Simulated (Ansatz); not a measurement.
Method: DFT PBE, scalar-relativistic, plane waves, PAW in Ansatz. All cells share a 420 eV cutoff and Γ-centred k meshes spaced at most about 0.3 Å⁻¹ (2π included). No spin polarisation in the final relaxations.

All energies are static (0 K, no zero-point motion).

Two relaxed structures of HfSi2O6:

A. Space group C222 (No. 21), orthorhombic, a = 5.216 Å, b = 9.896 Å, c = 6.020 Å. Hf has 4 O at 1.95 Å; Si is surrounded by 4 O at 1.63 Å; O on a site of symmetry 1 has 1 Si at 1.63 Å and 1 Hf at 1.95 Å; O on a site of symmetry 2 has 2 Si at 1.63 Å.

B. Space group C2 (No. 5), monoclinic, a = 9.911 Å, b = 5.008 Å, c = 5.881 Å, β = 91.8°. Around Hf lie 4 O at 1.94–1.96 Å; Si is surrounded by 4 O at 1.63–1.64 Å; around O on its first site lie 1 Si at 1.63 Å and 1 Hf at 1.94 Å; O on its second site is surrounded by 2 Si at 1.64 Å; O on its third site has 1 Si at 1.63 Å and 1 Hf at 1.96 Å.

**Question.** Which would you expect to be lower, and how large is the difference?

**Answer.** B is lower, by 7 meV/atom. A has space group C222 (No. 21), 17.3 Å³/atom and a gap of 4.94 eV on its mesh; B has space group C2 (No. 5), 16.2 Å³/atom and a gap of 5.03 eV. The denser one is the lower, and pressure would at first widen the difference. Both come from invented guesses.

Spin–orbit coupling, which can matter for Hf, is left out. Kohn–Sham gaps at this level usually fall short of measured ones. Cells relaxed within their symmetry can be saddle points. The C2 cell of HfSi2O6 came from shaking the C222 one.
